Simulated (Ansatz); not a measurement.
**Structure relaxation, Ti$_{3}$Al**

The start is a randomly generated symmetric cell of Ti3Al (space group No. 70). The structure is fully relaxed (lattice and positions, P = 0) with PBE (plane waves to 420 eV, PAW, scalar-relativistic; Ansatz, a first-principles code). First-step values are on the input's coarse k-mesh.

Ansatz input (later rounds restart from its end on a renewed k-mesh):
Ansatz 0.2 input:
```yaml
crystal:
  lattice:
    - [0, 3.6680872, 8.1392893]
    - [2.4921291, 0, 8.1392893]
    - [2.4921291, 3.6680872, 0]
  atoms:
    - { symbol: Al, position: [0.75, 0.75, 0.75] }
    - { symbol: Al, position: [0.5, 0.5, 0.5] }
    - { symbol: Ti, position: [0.125, 0.125, 0.125] }
    - { symbol: Ti, position: [0.125, 0.125, 0.625] }
    - { symbol: Ti, position: [0.125, 0.625, 0.125] }
    - { symbol: Ti, position: [0.625, 0.125, 0.125] }
    - { symbol: Ti, position: [0.25, 0.25, 0.25] }
    - { symbol: Ti, position: [0, 0, 0] }
basis: { ecutwfc: 420, ecutrho_ratio: 4, xc_grid: 2, fft_grid_basis: typed }
kpoints: { mp_grid: { grid: [8, 8, 8] } }
hamiltonian:
  xc: pbe
  dispersion: none
  pseudopotentials: { azcp: { folder: ./paw }, kind: paw }
scf: { occupations: { method: fermi_dirac, width: 0.05 } }
relax: { f_tol: 0.01, max_steps: 100, cell: { stress_tol: 0.02 } }
output: { forces: true, stress: true }
```

Q: What symmetry does the relaxed structure have?

A: The space group goes from Fddd (No. 70) to I4₁/amd (No. 141), with 8 atoms in the primitive cell.

Q: How much energy is released per atom?

A: 0.34 eV/atom.

Q: How does the volume change?

A: +10.8 %, from 18.60 to 20.60 Å³/atom.

Q: How do the shortest distances between atoms change?

A: The closest pairs of elements (up to four, under 3.6 Å), start → end: Ti–Ti 2.22 → 2.09 Å; Al–Ti 2.49 → 2.96 Å.

Q: What band gap does the relaxed structure have at this level?

A: No gap (metallic).

Q: Write out the relaxed structure.

A: 
Space group I4₁/amd, origin choice 1 (No. 141); a = b = 4.187 Å, c = 18.799 Å, α = β = γ = 90.00°

```json
[
 {"atom": "Al", "site": "4b", "symmetry": "-4m2", "x": "0.0000", "y": "0.0000", "z": "0.5000"},
 {"atom": "Ti", "site": "8c", "symmetry": ".2/m.", "x": "0.0000", "y": "0.2500", "z": "0.1250"},
 {"atom": "Ti", "site": "4a", "symmetry": "-4m2", "x": "0.0000", "y": "0.0000", "z": "0.0000"}
]
```
(The calculation used a cell of 8 atoms; values per cell refer to that cell.)

Final values are on a 16×16×16 k-mesh of the relaxed cell. The start holds a very short contact (Ti–Ti 2.22 Å). No spin polarisation in the result.

The run could not lose the symmetry of its start, so the end can be a saddle point.

All atoms sit on sites fixed by symmetry, so only the cell could relax.

The relaxed structure here is a generated cell of Ti3Al: the first start was made by a random draw of sites in a space group, and the end was not matched to a known phase here, so it may be hypothetical. Known forms of Ti3Al include space group No. 194.
